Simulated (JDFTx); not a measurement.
System: TiAl3(110) (I4/mmm bulk; lattice of mp-542915, not re-optimised at this level), 1x1 cell of 14 atoms in 7 planes (Al outermost, slab composition Ti3Al11), area 23.14 Å² a face, 8.0 Å between the outermost planes in a cell 24.1 Å high; k mesh 6×6×1, Fermi width 0.01 Ha, no spin polarisation. Whether this polymorph is the ambient one wasn't checked. Neither spin polarisation nor a larger cell was tried.

All numbers are PBE, GBRV ultrasoft potentials, plane waves to 20/100 Ha results from a modified build of JDFTx, not measurements. Liquid: CANDLE, water, 1 M KF. Between zero charge and 0.84 V from it the run gives σ = 15.0 μC/cm², a mean capacitance of 17.8 μF/cm². The liquid has ε = 78.4, a 1:1 salt at 1 M with linear (Debye) response, and T = 298 K.

Working it through: the Debye length, the diffuse-layer capacitance, and the inner capacitance that is left when the two stand in series.

Each ion has density c = 1 × 6.022×10⁻⁴ = 6.022e-04 Å⁻³. λ² = ε kT / (8π (e²/4πε₀) c) with kT = 0.02568 eV and e²/4πε₀ = 14.40 eV Å gives λ = 3.04 Å; the log prints 3.04 Å. C_diffuse = ε₀ε/λ = 228 μF/cm². Then 1/C_inner = 1/17.8 − 1/228, so C_inner = 19.3 μF/cm², which equals a vacuum gap of ε₀/C_inner = 0.46 Å. The diffuse layer takes 8 % of the potential drop; the rest lies between the electrode's charge and the onset of the dielectric, with the electrode's own (quantum) capacitance in it. The split is a model: in the calculation solvent and ions share one smooth cavity.
